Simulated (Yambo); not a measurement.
A G0W0@LDA run in Yambo for K$_{2}$Te (anti-fluorite, space group Fm-3m, No. 225) (2×2×2 Γ-centred k mesh, 189 bands and a 7 Ry block in the screening, 189 bands in G with the Bruneval-Gonze terminator, plasmon pole fitted at 27.2 eV) gives these matrix elements, in eV, at the band edges (X → Γ):

```json
[
 {"state": "valence edge", "E0": "0.000", "<Vxc>": "-11.192", "<Σx>": "-14.289", "<Σc(E0)>": "1.352", "Z": "0.803"},
 {"state": "conduction edge", "E0": "2.155", "<Vxc>": "-6.958", "<Σx>": "-3.243", "<Σc(E0)>": "-3.154", "Z": "0.835"}
]
```

Solve the linearised quasiparticle equation for both states, give the gap, and say how exchange and correlation each act on it.

E = E0 + Z(Σx + Σc − Vxc). Valence: 0.000 + 0.803 × (-14.289 + (1.352) − (-11.192)) = -1.40 eV. Conduction: 2.155 + 0.835 × (-3.243 + (-3.154) − (-6.958)) = 2.62 eV. The gap is 4.03 eV, against 2.16 eV in LDA. Replacing Vxc by bare exchange alone would open it by 6.81 eV; correlation takes back 4.51 eV of that, and Z scales what is left. Nearest settings tried, and what they do to the gap: 145 bands in W, 145 bands in G: -20 meV; 6 Ry block (229 vectors against 283): -24 meV; 4×4×4 mesh: +60 meV. So the settings aren't converged at that level. The k mesh is coarse. Spin-orbit coupling is left out, which matters for elements this heavy: edges can move by tenths of an eV.

The standard potential for Te keeps a d shell in the valence without the s and p states of that shell. In tests on such compounds this moved G0W0 gaps by up to about 0.9 eV, so absolute quasiparticle energies here are unreliable; differences between settings are what counts.

Geometry relaxed with LDA; primitive cell a = 5.602 Å, b = 5.602 Å, c = 5.602 Å, α = 60.00°, β = 60.00°, γ = 60.00°.
